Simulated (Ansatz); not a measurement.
HfS2 (anatase, space group No. 141), plane-wave PAW PBE (Ansatz code), all energies at zero smearing, with the estimated change up to a 700 eV cutoff added, with one set of potentials and settings (totals compare only within such a set). Cell of 6 atoms (2 Hf, 4 S): -35059.725 eV.

```tsv
element	reference phase	E (eV/atom)
Hf	P6_3/mmc, 2 atoms in the cell	-15721.3637
S	Fddd, 32 atoms in the cell	-902.0599
```

Formation energy per atom, worked out: (-35059.725 − 2×(-15721.3637) − 4×(-902.0599))/6 = -1.460 eV/atom (-141 kJ per mol of atoms), at 0 K, without zero-point energy or fitted corrections.

Space group I4_1/amd (anatase). A made-up cell: these elements were put on the sites of a structure type; neither database checked (COD, Materials Project) lists it. Whether it is the stable phase at ambient conditions was not checked. The PBE relaxation kept the symmetry of its start; whether a distortion lowers the energy is not shown. No spin polarisation was allowed. The references are the lowest solids computed at this level, not always the standard phases. Scalar-relativistic: spin–orbit coupling is off unless named, which matters more the heavier the elements.

Potentials: the later of the program's two PAW sets.
